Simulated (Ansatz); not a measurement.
ZrPt:
```
ZrPt
1.0
    1.69928    -5.14960     0.00000
    1.69928     5.14960     0.00000
    0.00000     0.00000     4.27208
Zr Pt
2 2
Cartesian
  1.69928  -3.69066   3.20406
  1.69928   3.69066   1.06802
  1.69928  -0.94066   3.20406
  1.69928   0.94066   1.06802
```

Relaxed with PBEsol. Special points in fractions of this cell's reciprocal vectors: Γ (0.000, 0.000, 0.000); Y (-0.500, 0.500, 0.000); C0 (-0.277, 0.723, 0.000); Σ0 (0.277, 0.277, 0.000); Z (0.000, 0.000, 0.500); A0 (0.277, 0.277, 0.500); E0 (-0.277, 0.723, 0.500); T (-0.500, 0.500, 0.500); S (0.000, 0.500, 0.000); R (0.000, 0.500, 0.500).

Question: List the band energies nearest the Fermi level at these points for the program Ansatz at the PBEsol level (PAW).

Answer: In eV from the Fermi level; about four levels below and three above (degenerate sets whole), none deeper than 8.9 eV; points with the same levels are listed once.

```json
[
 {"k": "Γ", "below": "-2.85 -2.81 -2.26 -0.61", "above": "0.98 1.00 1.57"},
 {"k": "Y", "below": "-3.13 -2.88 -2.75 -0.83", "above": "0.36 0.76 1.59"},
 {"k": "C0", "below": "-1.53 -1.44 -1.27 -0.17", "above": "0.26 1.73 2.31"},
 {"k": "Z", "below": "-2.78 -2.78 -0.88 -0.88", "above": "0.79 0.79 0.86 0.86"},
 {"k": "A0", "below": "-2.08 -2.08 -0.59 -0.59", "above": "0.60 0.60 1.17 1.17"},
 {"k": "T", "below": "-2.92 -2.92 -1.69 -1.69", "above": "0.74 0.74 1.63 1.63"},
 {"k": "S", "below": "-1.86 -1.32 -1.05 -0.36", "above": "0.16 1.40 2.23"},
 {"k": "R", "below": "-1.91 -1.91 -0.49 -0.49", "above": "0.31 0.31 1.01 1.01"}
]
```

Space group Cmcm. The first step of the workflow began from a Materials Project structure, measured or hypothetical; the Crystallography Open Database copy checked does not list it. COD files the formula under space group No. 221, so this cell is another polymorph or a model. Its standing as an ambient phase is unchecked. The PBEsol relaxation kept the symmetry of its start; of distortions, only those at the zone centre were tested. The run is not spin-polarised. Spin–orbit coupling is left out wherever it is not named.

Potentials: the later of the program's two PAW sets.
